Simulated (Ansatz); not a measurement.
The geometry is COD entry 9012017, unchecked; take it as a test cell. It was measured hot, at 658 K.

A run on Be: DFT, PBE, all-electron LAPW, scalar-relativistic (Ansatz 0.2.0). The input:

```yaml
crystal:
  lattice:
    - [2.2995019849, 0.0, 0.0]
    - [-1.1497509925, 1.991427135, 0.0]
    - [0.0, 0.0, 3.6009]
  atoms:
    - { symbol: Be, position: [0.3333333333, 0.6666666667, 0.25] }
    - { symbol: Be, position: [0.6666666667, 0.3333333333, 0.75] }
kpoints:
  mp_grid: { grid: [16, 16, 9] }
scf:
  occupations: { method: fermi_dirac, width: 0.05 }
hamiltonian:
  xc: pbe
  pseudopotentials:
    kind: all_electron
    lapw: { basis_error: 0.001, muffin_tin_radii: { Be: 1.253 } }
output:
  forces: true
  stress: true
  eigenvalues: true
```

Can this result be used?

No. The input was rejected before any iteration. The typed spheres overlap: twice 1.253 Å exceeds the shortest distance, 2.237 Å; smaller radii, or none typed, cure it. It says:
```
Error: `kind: all_electron` solves this crystal on LAPW (the input types lapw, or this build lists no dataset of some species for it), and no LAPW basis is found for it: the given muffin-tin radii of Be and Be, or the smallest supported ones, add up to 2.506 Å, and 2.237 Å are free between these atoms; give smaller radii, or leave one out; where each species has a listed dataset, leave lapw and dirac_shells out and run without spin–orbit coupling, or set another kind (and leave the keys of all_electron out)
```
